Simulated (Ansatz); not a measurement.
The calculation used DFT PBE, scalar-relativistic, plane waves, PAW (Ansatz 0.2.0). Settings: cutoff 420 eV, Γ-centred meshes spaced at most about 0.3 Å⁻¹, and about 0.25 Å⁻¹ or finer for metals (2π included), Gaussian smearing. Collinear spin in cells that started with moments and kept them past the coarse steps, no spin elsewhere.

These are static total energies at zero pressure.

Compare these two cells of WBrF4, each relaxed at this level.

1. (site moments W 1.0 μB)

```yaml
crystal:
  lattice:
    - [0.00000, 3.20741, 3.20741]
    - [3.20741, 0.00000, 3.20741]
    - [3.20741, 3.20741, 0.00000]
  atoms:
    - { symbol: W, position: [0.00000, 0.00000, 0.00000] }
    - { symbol: Br, position: [0.75000, 0.75000, 0.75000] }
    - { symbol: F, position: [0.37384, 0.37384, 0.87847] }
    - { symbol: F, position: [0.37384, 0.37384, 0.37384] }
    - { symbol: F, position: [0.37384, 0.87847, 0.37384] }
    - { symbol: F, position: [0.87847, 0.37384, 0.37384] }
```

2. (site moments W 0.5 μB)

```yaml
crystal:
  lattice:
    - [3.70179, 0.00000, 0.00000]
    - [0.00000, 3.70179, 0.00000]
    - [0.00000, 0.00000, 6.72352]
  atoms:
    - { symbol: W, position: [0.50000, 0.50000, 0.50000] }
    - { symbol: Br, position: [0.00000, 0.00000, 0.00000] }
    - { symbol: F, position: [0.00000, 0.00000, 0.69423] }
    - { symbol: F, position: [0.50000, 0.50000, 0.23019] }
    - { symbol: F, position: [0.50000, 0.50000, 0.76981] }
    - { symbol: F, position: [0.00000, 0.00000, 0.30577] }
```

Task: Which is lower in energy, and by how much?

Result: Cell 2 is lower, by 0.76 eV/atom. Cell 1 has space group F-43m (No. 216), 11.0 Å³/atom and no gap on its mesh; cell 2 has space group P4/mmm (No. 123), 15.4 Å³/atom and no gap. Counting Br or F atoms around W (for each partner element, those within 1.25 times its shortest distance or 1.15 times the sum of covalent radii, where it is the nearest in units of that sum or under 1.3; a plus sign parts groups by distance over the sum of covalent radii), cell 1 has W 4+12 and cell 2 has W 2. In cell 1, W is surrounded by 12 F at 2.66 Å and 4 Br at 2.78 Å; around Br lie 12 F at 2.66 Å and 4 W at 2.78 Å; F is surrounded by 6 F at 2.25–2.29 Å, 3 W at 2.66 Å and 3 Br at 2.66 Å. In cell 2, W is surrounded by 2 F at 1.81 Å; Br has 2 F at 2.06 Å; around F on its first site lies 1 Br at 2.06 Å; 1 more site not described. Both come from invented guesses. A third cell relaxed alike, in Cmmm, lies 0.84 eV/atom below the lower of the two.

No dispersion correction is applied, so the spacing and binding between layers, chains or molecules are poorly described (P4/mmm), and this can change margins and order among such cells. These runs have no spin–orbit coupling, which can matter for W. The magnetic state reached may not be the lowest. Cells relaxed within their symmetry can be saddle points. Some types were kept out of the candidates beforehand, so the set may lack a known form.
